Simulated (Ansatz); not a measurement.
CH3F on a (001) slab of Ti (P6_3/mmc (No. 194)), 4 planes, outer planes Ti (top) and Ti (bottom), 1 a cell of 28.9 Å², relaxed and still whole (its atoms last):

```yaml
crystal:
  lattice:
    - [5.77293, 0.00000, 0.00000]
    - [-2.88646, 4.99950, 0.00000]
    - [0.00000, 0.00000, 26.55062]
  atoms:
    - { symbol: Ti, position: [0.33333, 0.16667, 0.30131] }
    - { symbol: Ti, position: [0.33333, 0.66667, 0.30131] }
    - { symbol: Ti, position: [0.83333, 0.16667, 0.30131] }
    - { symbol: Ti, position: [0.83333, 0.66667, 0.30131] }
    - { symbol: Ti, position: [0.16667, 0.33333, 0.38745] }
    - { symbol: Ti, position: [0.16667, 0.83333, 0.38745] }
    - { symbol: Ti, position: [0.66667, 0.33333, 0.38745] }
    - { symbol: Ti, position: [0.66667, 0.83333, 0.38745] }
    - { symbol: Ti, position: [0.34203, 0.16998, 0.47775] }
    - { symbol: Ti, position: [0.33271, 0.66591, 0.47329] }
    - { symbol: Ti, position: [0.82900, 0.17022, 0.47814] }
    - { symbol: Ti, position: [0.82897, 0.65764, 0.47822] }
    - { symbol: Ti, position: [0.17257, 0.34159, 0.55659] }
    - { symbol: Ti, position: [0.17254, 0.82952, 0.55691] }
    - { symbol: Ti, position: [0.66429, 0.33125, 0.57214] }
    - { symbol: Ti, position: [0.65574, 0.82744, 0.55721] }
    - { symbol: C, position: [0.90299, 0.34970, 0.68485] }
    - { symbol: F, position: [0.68581, 0.33846, 0.65632] }
    - { symbol: H, position: [0.08501, 0.53386, 0.67374] }
    - { symbol: H, position: [0.85050, 0.34925, 0.72454] }
    - { symbol: H, position: [0.91724, 0.17336, 0.67436] }
```

Theory: Ansatz 0.2.0, DFT PBE+D3(BJ), scalar-relativistic, plane waves, PAW. Cutoff 420 eV; k points 4×4×1 on the computed 21-atom cell (Γ-centred); Gaussian smearing, width 0.10 eV; no spin polarisation. The cell repeats along c with a dipole correction in the vacuum.

It binds with 0.41 eV a molecule against the clean slab and the free molecule (no zero-point or thermal terms); its shortest contact is F–Ti 2.24 Å. Take first-order desorption with no barrier to adsorption, no reaction on the face and an assumed prefactor of 10^13 s⁻¹.

**Question.** How long does a molecule stay at 400 K?

**Answer.** τ = ν⁻¹·exp(E/k_BT) with k_BT = 0.0345 eV: E/k_BT = 11.9, so τ ≈ 1×10^-8 s. At about one hit a site a second (10⁻⁶ mbar) the coverage is near τ × 1 s⁻¹, so a layer needs roughly 7×10^1 mbar.

**Question.** Where does its peak lie in a desorption experiment heated at 5 K/s?

**Answer.** The peak obeys E/(k_B·T_p²) = (ν/β)·exp(−E/k_BT_p). Solving gives T_p ≈ 159 K (E/k_BT_p = 30.0). An error of 0.1 eV in E moves it by about 39 K, and larger molecules have larger prefactors, which lowers it.

**Question.** Is this physisorption or chemisorption?

**Answer.** The tightest contact, F–Ti 2.24 Å, is 1.03 times the sum of covalent radii, and deformation and lateral interaction add up to +0.17 eV. This is chemisorption.

Spin polarisation was left out, and a magnetic state may lie lower.